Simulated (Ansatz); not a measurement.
Calculation for fcc Pb (111), 5 layers: DFT, PBE, all-electron LAPW, scalar-relativistic (Ansatz 0.2.0).

The slab is cut from a bulk crystal relaxed on PAW files (its atoms may have been relaxed since).

Command: `ansatz run input.yaml --threads 2 --pin off --max-ram 4096MiB --backend cpu --events-out ev --progress --plain --runs-dir out` It took 100 s on 2 threads of Arm Neoverse V1, on a shared host, peak memory 0.77 GiB.

```yaml
crystal:
  lattice:
    - [3.5630884189, 0.0, 0.0]
    - [-1.7815442094, 3.0857250867, 0.0]
    - [0.0, 0.0, 27.637]
  atoms:
    - { symbol: Pb, position: [0.833333333, 0.166666667, 0.2894670544] }
    - { symbol: Pb, position: [0.166666667, 0.833333333, 0.3947335269] }
    - { symbol: Pb, position: [0.5, 0.5, 0.5] }
    - { symbol: Pb, position: [0.833333333, 0.166666667, 0.6052664731] }
    - { symbol: Pb, position: [0.166666667, 0.833333333, 0.7105329456] }
kpoints:
  mp_grid: { grid: [12, 12, 1] }
scf:
  occupations: { method: fermi_dirac, width: 0.08 }
hamiltonian:
  xc: pbe
  pseudopotentials: { kind: all_electron, lapw: { basis_error: 0.001 } }
output:
  forces: true
  stress: true
  eigenvalues: true
  populations: true
  dos: { projected: true, de: 0.2, e_range: [-14, 8] }
efield:
  axis: 3
  amplitude: 0
  dipole_correction: true
```

Output:

```
Pb: projections on atomic orbitals take those of the free atom 1s2 2s2 2p6 3s2 3p6 3d10 4s2 4p6 4d10 4f14 5s2 5p6 5d10 6s2 6p2, of charge +0.00 (hamiltonian.pseudopotentials.projection_atoms)
LAPW: plane waves up to 6.215 Å⁻¹, error target 1.0e-3 eV per atom; small_component_spin mean_spin; Pb in spheres of 1.782 Å, 36 of its electrons in bands, Dirac shells [] (how accurate: hamiltonian.pseudopotentials.lapw.basis_error, Limitations)
Engine: ansatz 0.2.0
Pseudopotentials: kind: all_electron
Pseudopotential: Pb, LAPW, valence charge 36, lapw/all_electron/scalar/gaussian/Pb, Koelling and Harmon's equation, gaussian nucleus
Functional definition: PBE
  parameter kappa = 0.804
  parameter beta = 0.06672455060314922
  exchange = pbe_x(kappa = kappa, mu = beta*pi^2/3)
  correlation = pbe_c(beta = beta)
Crystal: 5 atoms, lattice volume = 303.861 Å³
Basis set: ecut = 147.1678271026531 eV, 1267 PW (Γ), exchange–correlation at level 2
Bands: 108, of which v1, the nominal top of the filled ones, is band 90 counted from 1 (89 counted from 0)
Symmetry: 6 space group operations
k-points: 19 of 144 (time reversal used)
Non-local potential: Pb, projectors of the file, none
Initial density: superposition of atomic densities (neutral atoms: chi_scale 0, normalization atom)
Initial wavefunctions: plane waves of lowest kinetic energy (no species holds an atomic orbital)
Functional: x = pbe(κ = 0.804, μ = 0.2195149727645171), c = pbe(β = 0.06672455060314922)
iter 1 solved again at ethr=5.56e-4 eV; its pass at ethr=1.00e-1 eV (dr2=1.00e0 eV) is discarded
SCF iter   1: F=—  HF=-2840332.713053 eV  |F-HF|=—  |Δ(HF+E_count)|=         —  Δρ=4.02e-3  dr2=1.00e0  ethr=5.56e-4  p=0.000 e·Å  D=2.72e-15 V/Å  ΔV_dip=-0.00 eV  dr2_dipole=3.38e-13  V_vac-E_F(+/−)=4.79/4.79 eV  ⟨swp⟩=2.6  Hψ=12691  notcnv=0
efield: sawtooth ramp at fractional position 0.9500 (placed from the atoms, in the widest stretch of the axis that holds none; the zero of the levels goes with the place), width 0.1000; the density the first Hamiltonian is built on has a dipole p = -0.000 e·Å; the dipole correction subtracts the counter field D = -2.62e-13 V/Å, which shifts the + side's vacuum level by +0.00 eV against the − side's; the planar-averaged density in the ramp window peaks in size at 6.9e-6 e/Å³
preconditioner: auto → LDOS  [metal: Δε(μ)=0.054 eV  Ē_g=18.204 eV  σ=0.080 eV  W_gap=0.17  n_scr=98 (ndim 8)  ℏωp=17.8 eV  f_vac=0.466  D(μ)=3.51/eV (n_scr^D=12)  β→1.0]
iter 2 solved again at ethr=1.55e-5 eV; its pass at ethr=5.56e-4 eV (dr2=2.79e-2 eV) is discarded
SCF iter   2: F=—  HF=-2840332.610794 eV  |F-HF|=—  |Δ(HF+E_count)|=   1.02e-1  Δρ=2.26e-3  dr2=2.79e-2  ethr=1.55e-5  p=-0.000 e·Å  D=-1.43e-8 V/Å  ΔV_dip=0.00 eV  dr2_dipole=2.45e-13  V_vac-E_F(+/−)=4.03/4.03 eV  ⟨swp⟩=2.0  Hψ=10631  notcnv=0
SCF iter   3: F=—  HF=-2840332.597342 eV  |F-HF|=—  |Δ(HF+E_count)|=   1.35e-2  Δρ=8.51e-4  dr2=4.38e-2  ethr=1.55e-5  p=-0.000 e·Å  D=-4.58e-8 V/Å  ΔV_dip=0.00 eV  dr2_dipole=4.15e-13  V_vac-E_F(+/−)=3.98/3.98 eV  ⟨swp⟩=3.0  Hψ=6413  notcnv=0
SCF iter   4: F=—  HF=-2840332.581771 eV  |F-HF|=—  |Δ(HF+E_count)|=         —  Δρ=3.19e-4  dr2=7.84e-3  ethr=1.55e-5  p=-0.000 e·Å  D=-2.36e-8 V/Å  ΔV_dip=0.00 eV  dr2_dipole=1.84e-14  V_vac-E_F(+/−)=3.86/3.86 eV  ⟨swp⟩=2.0  Hψ=5872  notcnv=0
the basis was enlarged: its passes take 536.3 KiB over the memory plan, 2 of 2 planned eigensolver slots
SCF iter   5: F=—  HF=-2840332.579524 eV  |F-HF|=—  |Δ(HF+E_count)|=   2.25e-3  Δρ=1.38e-4  dr2=8.11e-4  ethr=4.36e-6  p=-0.000 e·Å  D=-6.81e-9 V/Å  ΔV_dip=0.00 eV  dr2_dipole=2.35e-15  V_vac-E_F(+/−)=3.78/3.78 eV  ⟨swp⟩=2.0  Hψ=6061  notcnv=0
SCF iter   6: F=—  HF=-2840332.579381 eV  |F-HF|=—  |Δ(HF+E_count)|=   1.43e-4  Δρ=5.87e-5  dr2=6.99e-5  ethr=4.50e-7  p=-0.000 e·Å  D=-3.38e-9 V/Å  ΔV_dip=0.00 eV  dr2_dipole=4.64e-15  V_vac-E_F(+/−)=3.73/3.73 eV  ⟨swp⟩=3.0  Hψ=6186  notcnv=0
SCF iter   7: F=—  HF=-2840332.579365 eV  |F-HF|=—  |Δ(HF+E_count)|=   1.57e-5  Δρ=2.43e-5  dr2=6.35e-6  ethr=3.89e-8  p=0.000 e·Å  D=1.56e-9 V/Å  ΔV_dip=-0.00 eV  dr2_dipole=4.67e-16  V_vac-E_F(+/−)=3.72/3.72 eV  ⟨swp⟩=3.0  Hψ=6215  notcnv=0
SCF iter   8: F=—  HF=-2840332.579367 eV  |F-HF|=—  |Δ(HF+E_count)|=   2.09e-6  Δρ=6.59e-6  dr2=3.20e-7  ethr=3.53e-9  p=0.000 e·Å  D=1.14e-9 V/Å  ΔV_dip=-0.00 eV  dr2_dipole=4.82e-16  V_vac-E_F(+/−)=3.71/3.71 eV  ⟨swp⟩=3.0  Hψ=6269  notcnv=0
[... lines left out ...]
  E_efield     = 0.000000  (sawtooth field / dipole correction)
  E_electrostatic = -6062281.061131  (all electrons and nuclei)
  E_smearing   = -0.074720  (= −TS)
  E_closure    = 0.000000  (closes the sum)
  E_atoms      = -2840315.216758  (free atoms, spherical and without spin; not in F)
  Σ components = -2840332.579367   (vs F -2840332.579367, Δ=0.00e0)
  Basis errors (estimates in eV, not in F): energy 2.6e-4 per atom: plane waves 2.5e-4 (1.3e-4 summed), levels above the bands 2.5e-43, relativity 5.8e-8, radial functions 1.1e-5, core shells 6.1e-10; eigenvalues (radial functions only) 1.2e-6; not estimated: angular momenta, meshes, grids; target (lapw.basis_error) 1.0e-3; muffin-tin radii Pb 1.782 Å
--- Forces (eV/Å), atoms counted from 1 ---
  atom   1  Pb     0.00000000     0.00000000     0.17680550
  atom   2  Pb    -0.00000000    -0.00000000    -0.20920380
  atom   3  Pb    -0.00000000    -0.00000000    -0.00000001
  atom   4  Pb     0.00000000     0.00000000     0.20920382
  atom   5  Pb    -0.00000000     0.00000000    -0.17680551
  max |Σ_I F_I| component: 8.80e-10 eV/Å
--- Stress (GPa, compression-positive) ---
       -0.570198      -0.000000       0.000000
       -0.000000      -0.570198       0.000000
        0.000000       0.000000      -0.441127
  P = ⅓ Tr σ = -0.5272 GPa (-5.272 kbar)
--- Band table (eV; the first three rows and the last of 19) ---
  k-point 0: bands = ["-133.7356", "-133.7356", "-133.7324", "-133.6599", "-133.6599", "-122.7798", "-122.7798", "-122.7790", "-122.7790", "-122.7790", "-122.7790", "-122.7764", "-122.7764", "-122.7764", "-122.7764", "-122.7716", "-122.7716", "-122.7716", "-122.7716", "-122.7685", "-122.7685", "-122.7679", "-122.7679", "-122.7674", "-122.7674", "-122.7672", "-122.6958", "-122.6958", "-122.6958", "-122.6958", "-122.6952", "-122.6952", "-122.6952", "-122.6952", "-122.6947", "-122.6947", "-122.6947", "-122.6947", "-122.6944", "-122.6944", "-75.5829", "-75.5829", "-75.5665", "-75.5665", "-75.5642", "-75.5587", "-75.5587", "-75.5587", "-75.5587", "-75.4940", "-75.4940", "-75.4940", "-75.4940", "-75.4914", "-75.4914", "-11.1486", "-11.1452", "-11.1439", "-11.1227", "-11.1227", "-11.0895", "-11.0895", "-11.0887", "-11.0887", "-11.0755", "-11.0755", "-11.0748", "-11.0729", "-11.0545", "-11.0545", "-10.9885", "-10.9885", "-10.9875", "-10.9875", "-10.9854", "-10.9854", "-10.8993", "-10.8993", "-10.8727", "-10.8727", "-5.3088", "-4.8603", "-4.1942", "-3.3077", "-2.4871", "2.5199", "3.9058", "5.7649", "7.7857", "9.2081", "9.5033", "10.7622", "10.7810", "11.3450", "11.3450", "11.6813", "11.6813", "12.1028", "12.1028", "12.4498", "12.5657", "12.5657", "12.8557", "12.8557", "13.3606", "14.7184", "14.7364", "14.9855"]
  k-point 1: bands = ["-133.7356", "-133.7356", "-133.7324", "-133.6599", "-133.6599", "-122.7798", "-122.7798", "-122.7790", "-122.7790", "-122.7790", "-122.7790", "-122.7764", "-122.7764", "-122.7764", "-122.7764", "-122.7716", "-122.7716", "-122.7716", "-122.7716", "-122.7685", "-122.7685", "-122.7679", "-122.7679", "-122.7674", "-122.7674", "-122.7672", "-122.6958", "-122.6958", "-122.6958", "-122.6958", "-122.6952", "-122.6952", "-122.6952", "-122.6952", "-122.6947", "-122.6947", "-122.6947", "-122.6947", "-122.6944", "-122.6944", "-75.5829", "-75.5829", "-75.5666", "-75.5665", "-75.5642", "-75.5588", "-75.5588", "-75.5587", "-75.5587", "-75.4942", "-75.4942", "-75.4941", "-75.4941", "-75.4914", "-75.4914", "-11.1438", "-11.1395", "-11.1389", "-11.1245", "-11.1098", "-11.0939", "-11.0933", "-11.0798", "-11.0770", "-11.0755", "-11.0666", "-11.0660", "-11.0652", "-11.0503", "-11.0437", "-11.0010", "-10.9970", "-10.9903", "-10.9854", "-10.9823", "-10.9785", "-10.9053", "-10.8993", "-10.8819", "-10.8722", "-5.1966", "-4.7494", "-4.0865", "-3.2068", "-2.3967", "2.6456", "4.0145", "5.8485", "7.8406", "9.2812", "9.5910", "10.0943", "10.4660", "10.6874", "10.8402", "10.8910", "11.1312", "11.2889", "11.5753", "11.8213", "11.9721", "12.4369", "12.5291", "12.8752", "13.4913", "14.4757", "14.9004", "14.9093"]
  k-point 2: bands = ["-133.7356", "-133.7356", "-133.7324", "-133.6599", "-133.6599", "-122.7798", "-122.7798", "-122.7790", "-122.7790", "-122.7790", "-122.7790", "-122.7764", "-122.7764", "-122.7764", "-122.7764", "-122.7716", "-122.7716", "-122.7716", "-122.7716", "-122.7685", "-122.7685", "-122.7679", "-122.7679", "-122.7674", "-122.7674", "-122.7672", "-122.6958", "-122.6958", "-122.6958", "-122.6958", "-122.6952", "-122.6952", "-122.6952", "-122.6952", "-122.6947", "-122.6947", "-122.6947", "-122.6947", "-122.6944", "-122.6944", "-75.5829", "-75.5829", "-75.5669", "-75.5666", "-75.5642", "-75.5591", "-75.5591", "-75.5588", "-75.5588", "-75.4945", "-75.4945", "-75.4942", "-75.4942", "-75.4913", "-75.4913", "-11.1572", "-11.1376", "-11.1355", "-11.1118", "-11.0892", "-11.0884", "-11.0863", "-11.0786", "-11.0685", "-11.0604", "-11.0519", "-11.0413", "-11.0368", "-11.0351", "-11.0233", "-11.0186", "-11.0027", "-10.9918", "-10.9742", "-10.9708", "-10.9623", "-10.9187", "-10.9045", "-10.8996", "-10.8708", "-4.8611", "-4.4181", "-3.7662", "-2.9085", "-2.1311", "3.0139", "4.3222", "6.0377", "7.6858", "8.0959", "8.6258", "8.8430", "9.5522", "9.6950", "9.9411", "10.0627", "10.2890", "10.5192", "11.1538", "11.1601", "11.2485", "11.9423", "12.5782", "12.5876", "13.5144", "13.7014", "13.9792", "14.3578"]
  k-point 18: bands = ["-133.7356", "-133.7356", "-133.7324", "-133.6599", "-133.6599", "-122.7798", "-122.7798", "-122.7790", "-122.7790", "-122.7790", "-122.7790", "-122.7764", "-122.7764", "-122.7764", "-122.7764", "-122.7716", "-122.7716", "-122.7716", "-122.7716", "-122.7685", "-122.7685", "-122.7679", "-122.7679", "-122.7674", "-122.7674", "-122.7672", "-122.6958", "-122.6958", "-122.6958", "-122.6958", "-122.6952", "-122.6952", "-122.6952", "-122.6952", "-122.6947", "-122.6947", "-122.6947", "-122.6947", "-122.6944", "-122.6944", "-75.5828", "-75.5828", "-75.5678", "-75.5678", "-75.5640", "-75.5600", "-75.5600", "-75.5600", "-75.5600", "-75.4953", "-75.4953", "-75.4953", "-75.4953", "-75.4912", "-75.4912", "-11.1399", "-11.1399", "-11.1311", "-11.1067", "-11.0873", "-11.0873", "-11.0499", "-11.0429", "-11.0429", "-11.0277", "-11.0277", "-10.9970", "-10.9970", "-10.9935", "-10.9929", "-10.9546", "-10.9450", "-10.9450", "-10.9416", "-10.9415", "-10.9153", "-10.9153", "-10.8841", "-10.8692", "-10.8692", "-1.2611", "-1.1985", "-1.1985", "-1.0920", "-1.0920", "3.6914", "3.7379", "3.7379", "4.1542", "4.5118", "4.5118", "5.1384", "5.3990", "5.3990", "5.8288", "8.0672", "8.0672", "8.6225", "8.9193", "8.9193", "11.9720", "12.5108", "12.8337", "12.8337", "13.6760", "13.6760", "14.2289", "14.6318"]
--- Löwdin populations: 5 sites ---
  site symbol       q [e]
     0     Pb     81.9723
     1     Pb     81.9883
     2     Pb     81.9767
     3     Pb     81.9883
     4     Pb     81.9723
  spilling = 0.000249 (of n_electrons = 410.000000)
```

populations.tsv:

```
# site	symbol	l	j	q
# orbitals = lowdin
# n_electrons = 410.000000
# spilling = 0.000249
# projection_atom_Pb: 1s2 2s2 2p6 3s2 3p6 3d10 4s2 4p6 4d10 4f14 5s2 5p6 5d10 6s2 6p2
0	Pb	0_1S	-	2.000000
0	Pb	0_2S	-	1.999997
0	Pb	0_3S	-	1.999966
0	Pb	0_4S	-	1.999680
0	Pb	0_5S	-	1.996253
0	Pb	0_6S	-	1.852439
0	Pb	1_2P	-	6.000000
0	Pb	1_3P	-	6.000000
0	Pb	1_4P	-	5.999974
0	Pb	1_5P	-	5.997776
0	Pb	1_6P	-	2.132938
0	Pb	2_3D	-	10.000000
0	Pb	2_4D	-	9.999999
0	Pb	2_5D	-	9.993322
0	Pb	3_4F	-	14.000000
1	Pb	0_1S	-	2.000000
1	Pb	0_2S	-	1.999997
1	Pb	0_3S	-	1.999965
1	Pb	0_4S	-	1.999676
1	Pb	0_5S	-	1.996220
1	Pb	0_6S	-	1.846497
1	Pb	1_2P	-	6.000000
1	Pb	1_3P	-	5.999999
1	Pb	1_4P	-	5.999966
1	Pb	1_5P	-	5.997137
1	Pb	1_6P	-	2.157328
1	Pb	2_3D	-	10.000000
1	Pb	2_4D	-	9.999999
1	Pb	2_5D	-	9.991491
1	Pb	3_4F	-	13.999999
2	Pb	0_1S	-	2.000000
2	Pb	0_2S	-	1.999997
2	Pb	0_3S	-	1.999962
2	Pb	0_4S	-	1.999646
2	Pb	0_5S	-	1.995874
2	Pb	0_6S	-	1.839282
2	Pb	1_2P	-	6.000000
2	Pb	1_3P	-	5.999999
2	Pb	1_4P	-	5.999965
2	Pb	1_5P	-	5.997059
2	Pb	1_6P	-	2.153553
2	Pb	2_3D	-	10.000000
2	Pb	2_4D	-	9.999999
2	Pb	2_5D	-	9.991411
2	Pb	3_4F	-	13.999999
3	Pb	0_1S	-	2.000000
3	Pb	0_2S	-	1.999997
3	Pb	0_3S	-	1.999965
3	Pb	0_4S	-	1.999676
3	Pb	0_5S	-	1.996220
3	Pb	0_6S	-	1.846497
3	Pb	1_2P	-	6.000000
3	Pb	1_3P	-	5.999999
3	Pb	1_4P	-	5.999966
3	Pb	1_5P	-	5.997137
3	Pb	1_6P	-	2.157328
3	Pb	2_3D	-	10.000000
3	Pb	2_4D	-	9.999999
3	Pb	2_5D	-	9.991491
3	Pb	3_4F	-	13.999999
4	Pb	0_1S	-	2.000000
4	Pb	0_2S	-	1.999997
4	Pb	0_3S	-	1.999966
4	Pb	0_4S	-	1.999680
4	Pb	0_5S	-	1.996253
4	Pb	0_6S	-	1.852439
4	Pb	1_2P	-	6.000000
4	Pb	1_3P	-	6.000000
4	Pb	1_4P	-	5.999974
4	Pb	1_5P	-	5.997776
4	Pb	1_6P	-	2.132938
4	Pb	2_3D	-	10.000000
4	Pb	2_4D	-	9.999999
4	Pb	2_5D	-	9.993322
4	Pb	3_4F	-	14.000000
```

Next run (atoms relaxed), as changes to the input before:

```diff
   atoms:
-    - { symbol: Pb, position: [0.833333333, 0.166666667, 0.2894670544] }
-    - { symbol: Pb, position: [0.166666667, 0.833333333, 0.3947335269] }
-    - { symbol: Pb, position: [0.5, 0.5, 0.5] }
-    - { symbol: Pb, position: [0.833333333, 0.166666667, 0.6052664731] }
-    - { symbol: Pb, position: [0.166666667, 0.833333333, 0.7105329456] }
+    - { symbol: Pb, position: [0.8333333333, 0.1666666667, 0.2958165965] }
+    - { symbol: Pb, position: [0.1666666667, 0.8333333333, 0.3943969012] }
+    - { symbol: Pb, position: [0.5, 0.5, 0.5000000014] }
+    - { symbol: Pb, position: [0.8333333333, 0.1666666667, 0.6056030995] }
+    - { symbol: Pb, position: [0.1666666667, 0.8333333333, 0.7041834014] }
 kpoints:
   eigenvalues: true
-  populations: true
-  dos: { projected: true, de: 0.2, e_range: [-14, 8] }
+relax:
+  f_tol: 0.01
+  max_steps: 12
 efield:
```

Command: `ansatz run input.yaml --threads 2 --pin off --max-ram 4096MiB --backend cpu --events-out ev --progress --plain --runs-dir out` It took 3 min on 2 threads of Arm Neoverse V1 (shared host), peak memory 0.82 GiB.

Results part of the output:

```
SCF converged after 4 iterations
Free energy (F): -2840332.616221 eV
Harris-Foulkes:  -2840332.616221 eV  (|F-HF|=3.26e-9)
Internal energy: -2840332.544706 eV  (E = F + TS)
E sigma→0 (E₀):  -2840332.580464 eV
Entropy (-TS):   -0.071515 eV (-14.303 meV/atom)
Fermi energy:    6.041604 eV
Dipole field:    D = -0.000000 V/Å  (p = -0.000000 e·Å, saw-weighted, corrected)
Work function:   Φ+ = 3.6134 eV   Φ− = 3.6134 eV
Levels:          The Fermi level and band energies are counted from a zero that moves with the ramp; work functions are not
[... lines left out ...]
  k-point 2: bands = ["-133.7257", "-133.6797", "-133.6797", "-133.6043", "-133.6043", "-122.7632", "-122.7626", "-122.7626", "-122.7610", "-122.7610", "-122.7582", "-122.7581", "-122.7196", "-122.7196", "-122.7192", "-122.7192", "-122.7192", "-122.7192", "-122.7178", "-122.7178", "-122.7178", "-122.7178", "-122.7148", "-122.7148", "-122.7148", "-122.7148", "-122.6392", "-122.6392", "-122.6392", "-122.6392", "-122.6371", "-122.6371", "-122.6371", "-122.6371", "-122.6357", "-122.6357", "-122.6357", "-122.6357", "-122.6351", "-122.6351", "-75.5653", "-75.5566", "-75.5563", "-75.5233", "-75.5233", "-75.5063", "-75.5063", "-75.5060", "-75.5060", "-75.4400", "-75.4400", "-75.4396", "-75.4396", "-75.4353", "-75.4353", "-11.1455", "-11.1075", "-11.1056", "-11.0949", "-11.0644", "-11.0593", "-11.0545", "-11.0519", "-11.0370", "-11.0257", "-11.0224", "-11.0172", "-10.9970", "-10.9882", "-10.9871", "-10.9750", "-10.9721", "-10.9395", "-10.9241", "-10.9155", "-10.9095", "-10.8501", "-10.8441", "-10.8269", "-10.8096", "-4.9485", "-4.6237", "-3.8186", "-2.6968", "-1.9621", "3.0557", "4.4089", "6.2499", "7.7729", "8.0254", "8.7118", "8.8677", "9.6079", "9.8457", "9.9906", "10.0176", "10.3463", "10.3889", "11.1223", "11.2558", "11.3638", "12.1100", "12.6422", "12.7057", "13.4856", "13.6305", "13.9228", "14.3635"]
  k-point 18: bands = ["-133.7257", "-133.6797", "-133.6797", "-133.6043", "-133.6043", "-122.7632", "-122.7626", "-122.7626", "-122.7610", "-122.7610", "-122.7582", "-122.7581", "-122.7196", "-122.7196", "-122.7192", "-122.7192", "-122.7192", "-122.7192", "-122.7178", "-122.7178", "-122.7178", "-122.7178", "-122.7148", "-122.7148", "-122.7148", "-122.7148", "-122.6392", "-122.6392", "-122.6392", "-122.6392", "-122.6371", "-122.6371", "-122.6371", "-122.6371", "-122.6357", "-122.6357", "-122.6357", "-122.6357", "-122.6351", "-122.6351", "-75.5652", "-75.5574", "-75.5574", "-75.5231", "-75.5231", "-75.5071", "-75.5071", "-75.5071", "-75.5071", "-75.4408", "-75.4408", "-75.4408", "-75.4408", "-75.4352", "-75.4352", "-11.1263", "-11.1263", "-11.1219", "-11.0951", "-11.0638", "-11.0638", "-11.0225", "-11.0212", "-11.0212", "-11.0089", "-11.0089", "-10.9559", "-10.9559", "-10.9521", "-10.9499", "-10.8985", "-10.8985", "-10.8910", "-10.8799", "-10.8683", "-10.8424", "-10.8424", "-10.8352", "-10.8078", "-10.8078", "-1.2427", "-1.2192", "-1.2192", "-1.1286", "-1.1286", "3.5786", "3.7198", "3.7198", "3.9898", "4.4699", "4.4699", "5.2590", "5.4512", "5.4512", "6.0293", "8.2714", "8.2714", "8.6952", "9.1658", "9.1658", "12.1380", "12.6755", "13.0198", "13.0198", "13.8403", "13.8403", "14.3593", "14.7209"]
--- Relaxed structure (2 steps of the walk, 2 accepted, 0 SCFs on fresh bases) ---
  F+E_penalty+E_count = -2840332.61622109 eV   max|allowed force component| = 7.900e-3 eV/Å
  atoms:
    - { symbol: Pb, position: [0.8333333333333334, 0.1666666666666667, 0.29581659650000003] }
    - { symbol: Pb, position: [0.16666666666666669, 0.8333333333333334, 0.39439690120000004] }
    - { symbol: Pb, position: [0.5, 0.5, 0.5000000014000001] }
    - { symbol: Pb, position: [0.8333333333333334, 0.1666666666666667, 0.6056030995000001] }
    - { symbol: Pb, position: [0.16666666666666669, 0.8333333333333334, 0.7041834014000001] }
```

Spin–orbit coupling is left out, which matters for the heavy atoms. The cell is 1×1, so reconstructions are forbidden, and in slabs of four or five layers the relaxations can be far larger than at a real surface.
